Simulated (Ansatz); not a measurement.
La₂Zr₂O₇:
```
La2Zr2O7
1.0
    0.00000     5.40672     5.40672
    5.40672     0.00000     5.40672
    5.40672     5.40672     0.00000
La Zr O
4 4 14
Direct
  0.62500   0.62500   0.12500
  0.62500   0.12500   0.62500
  0.62500   0.62500   0.62500
  0.12500   0.62500   0.62500
  0.12500   0.12500   0.62500
  0.12500   0.62500   0.12500
  0.12500   0.12500   0.12500
  0.62500   0.12500   0.12500
  0.75000   0.75000   0.75000
  0.50000   0.50000   0.50000
  0.04341   0.45659   0.04341
  0.79341   0.20659   0.20659
  0.45659   0.04341   0.45659
  0.20659   0.79341   0.79341
  0.04341   0.04341   0.45659
  0.20659   0.79341   0.20659
  0.45659   0.45659   0.04341
  0.79341   0.20659   0.79341
  0.45659   0.04341   0.04341
  0.20659   0.20659   0.79341
  0.04341   0.45659   0.45659
  0.79341   0.79341   0.20659
```

Relaxed with r²SCAN.

Problem. Give the Bader charges and basin volumes of the independent atoms, DFT-r²SCAN in the program Ansatz with PAW potentials.

Solution. 

```csv
atom,Bader charge (e),Bader volume (Å³)
La1,+2.17,18.2
Zr5,+2.68,10.2
O9,-1.37,14.4
O11,-1.39,14.5
```

Space group Fd-3m. The workflow started from a Materials Project entry (that database holds measured and hypothetical structures alike); the Crystallography Open Database files this formula in space group No. 227, but the cells were not matched. Whether it is the stable phase at ambient conditions was not checked. The r²SCAN relaxation kept the symmetry of its start; its stability against distortions is not shown here. No spin polarisation was allowed. Scalar-relativistic: spin–orbit coupling is off unless named, which matters more the heavier the elements.

Potentials: the earlier of the program's two PAW sets.
